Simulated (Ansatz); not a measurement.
ReB2 in space group P6_3/mmc (No. 194; Re on 2c, B on 4f) at seven volumes, LDA (plane waves, PAW; program Ansatz), shape and atoms relaxed at each. One row is withheld.

| V (Å³/atom) | P (GPa) |
|---|---|
| 8.040 | ? |
| 8.305 | 25.35 |
| 8.570 | 11.70 |
| 8.835 | 0.00 |
| 9.100 | -10.03 |
| 9.365 | -18.62 |
| 9.630 | -25.97 |

Task: Fit the shown pressures and predict the withheld one.

Result: P = (3/2)B₀(x^(7/2) − x^(5/2))[1 + (3/4)(B′ − 4)(x − 1)] with x = (V₀/V)^(2/3). Least squares on the six rows gives V₀ = 8.835 Å³/atom, B₀ = 360 GPa, B′ = 4.16. At V = 8.040, x = 1.0649 and P = 41.32 GPa. The run itself gave 41.29 GPa.

The workflow started from a Materials Project entry (that database holds measured and hypothetical structures alike); the Crystallography Open Database files this formula in space group No. 194, but the cells were not matched. Whether it is the stable phase at ambient conditions was not checked. The cell was relaxed with LDA under the symmetry of its start; of distortions, only those at the zone centre were tested. No spin polarisation was allowed. Scalar-relativistic: spin–orbit coupling is off unless named, which matters more the heavier the elements.

Potentials: the later of the program's two PAW sets.
